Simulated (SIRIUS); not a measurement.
A self-consistent single point of TePb (Fm-3m, 8 atoms in the cell; from Materials Project mp-19717, changed as shown).

```
CELL_PARAMETERS angstrom
      6.41095     0.00000     0.00000
      0.00000     6.41095     0.00000
      0.00000     0.00000     6.41095
ATOMIC_POSITIONS crystal
  Te 0.00000 0.00000 0.00000
  Te 0.00000 0.50000 0.50000
  Te 0.50000 0.00000 0.50000
  Te 0.50000 0.50000 0.00000
  Pb 0.50000 0.00000 0.00000
  Pb 0.50000 0.50000 0.50000
  Pb 0.00000 0.00000 0.50000
  Pb 0.00000 0.50000 0.00000
```

Method: PBE, PseudoDojo 0.5 standard norm-conserving PBE (tails mended) pseudopotentials (plane waves; SIRIUS).

SIRIUS settings:

* **parameters.ngridk**: 4 4 4
* **parameters.xc_functionals**: [XC_GGA_X_PBE, XC_GGA_C_PBE]
* **parameters.gk_cutoff**: 9.072 1/bohr
* **parameters.pw_cutoff**: 18.144 1/bohr
* **parameters.smearing**: fermi_dirac
* **parameters.smearing_width**: 0.00183747 Ha
* **potentials**: PseudoDojo 0.5 standard norm-conserving PBE (tails mended) pseudopotentials
* **parameters.electronic_structure_method**: pseudopotential
* **parameters.num_bands**: 72
* **parameters.num_mag_dims**: 0
* **parameters.num_dft_iter**: 100
* **parameters.energy_tol**: 1e-07 Ha
* **parameters.density_tol**: 1e-06
* **mixer.type**: anderson
* **mixer.beta**: 0.3
* **mixer.use_hartree**: true

Estimate, at this level of theory: gap on the k-point mesh and pressure.

The run gave:

Gap on the k-point mesh: 0.68 eV
Pressure: 3.19 GPa

The gap is read on the k-point mesh of the run and can differ from the gap over the whole zone at this level.

For comparison: a first run was changed to give this one (lattice scaled by 0.98), and from it to this one the free energy goes up by 22.2 meV/atom, the pressure goes from 0.39 to 3.19 GPa and the gap on the mesh goes from 0.809 to 0.683 eV.

Spin-orbit coupling is left out, which matters for bands and gaps with elements this heavy. The structure comes from a collection of computed structures, made at another level of theory; the collection holds predicted forms beside known ones.

Cost on one core: around 4 core-minutes (rough).

“Tails mended”: in these copies of the files the far tail of each local potential was reset to the Coulomb form.
